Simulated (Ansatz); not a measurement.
Relaxed candidate structures of AlO$_{2}$:

A. P4₂/nmc, origin choice 1 (No. 137), tP6; a = b = 3.4501 Å, c = 4.3264 Å, α = β = γ = 90.00°; Al 2a (0.000, 0.000, 0.000); O 4d (0.000, 0.500, 0.155); non-magnetic

B. Pbcn (No. 60), oP12; a = 4.6914 Å, b = 4.5303 Å, c = 4.9989 Å, α = 90.00°, β = 90.00°, γ = 90.00°; Al 4c (0.000, 0.347, 0.250); O 8d (0.269, 0.123, 0.071); non-magnetic

C. R32, hexagonal axes (No. 155), hR9; a = b = 8.4086 Å, c = 8.9297 Å, α = β = 90.00°, γ = 120.00°; Al 9e (0.780, 0.780, 0.500); O 9e (0.199, 0.199, 0.500); O 9d (0.000, 0.353, 0.000); ferromagnetic

D. I4₁/amd, origin choice 1 (No. 141), tI12, anatase type; a = b = 3.656 Å, c = 8.945 Å, α = β = γ = 90.00°; Al 4b (0.000, 0.000, 0.500); O 8e (0.000, 0.000, 0.282); ferromagnetic

**Question.** Rank these by energy per atom (lowest first), as PBEsol (plane waves to 420 eV, PAW, scalar-relativistic; Ansatz, a first-principles code) gives it.

**Answer.** B (reference, the lowest of the structures calculated here), D (+0.04 eV/atom), A (+0.16 eV/atom), C (+0.31 eV/atom)

Each run could gain symmetry but not lose that of its start, so entries can be saddle points. All of these are generated cells (placed on structure types, drawn at random, substituted or restacked) that were not matched to a known phase here. Each structure is listed in the lowest spin state found for it. The real structure of this composition may not be among these, and whether this composition forms is not checked here. Energies are at zero temperature and pressure, without zero-point motion. Spin states reached: non-magnetic, ferromagnetic; non-magnetic ones ran without spin or lost their moments; spin orders were not searched systematically. Gaps of cells over 8 atoms come from the SCF mesh and high-symmetry points alone.
